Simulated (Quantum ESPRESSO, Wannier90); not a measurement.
**Wannierisation of CsGeCl3 (R3m)**

```
begin unit_cell_cart
ang
    3.8468149941    2.2209596724    3.1783000000
   -3.8468149941    2.2209596724    3.1783000000
    0.0000000000   -4.4419193447    3.1783000000
end unit_cell_cart
begin atoms_frac
Cs  -0.0016000000 -0.0016000000 -0.0016000000
Ge  -0.4844700000 -0.4844700000 -0.4844700000
Cl   0.4967050000  0.4967050000 -0.0513600000
Cl  -0.0513600000  0.4967050000  0.4967050000
Cl   0.4967050000 -0.0513600000  0.4967050000
end atoms_frac
```

Cell from Materials Project (mp-22988), symmetrised, no further relaxation. Not found in the COD (Crystallography Open Database) copy used; not checked further. Method: PBEsol plane waves in Quantum ESPRESSO 7.5 (PseudoDojo norm-conserving files, 63 Ry, spinors with spin-orbit coupling), Bloch states on a 4×4×4 mesh through Γ, Wannier90 4.0.1. Density: 6×6×6 mesh, cold smearing 0.01 Ry.

Bands 27-44 form an isolated set from -5.02 to 0.00 eV relative to the valence-band maximum (on the path) and are turned into 18 Wannier functions by minimising the spread from the start: atomic waves Cl 3p.

Q: Where do the functions sit, how wide are they and what are they made of?

A: 
```csv
functions,spread (Å²),"nearest atom, distance (Å)","second atom, distance (Å)",weight on atomic waves
6,3.26,Cl 0.64,Ge 1.73,"Cl 3p 67 %, Ge 4p 19 %, Ge 4s 10 %"
12,1.56,Cl 0.04,Ge 2.33,Cl 3p 95 %
```

Ω_I = 36.79 Å², Ω_total = 38.23 Å²; the interpolated bands follow pw.x to 8.8 meV rms on the path. Only this start was tried; a symmetric start can stop on a saddle, and mixtures of these functions could lower the total by at most Ω_total − Ω_I.
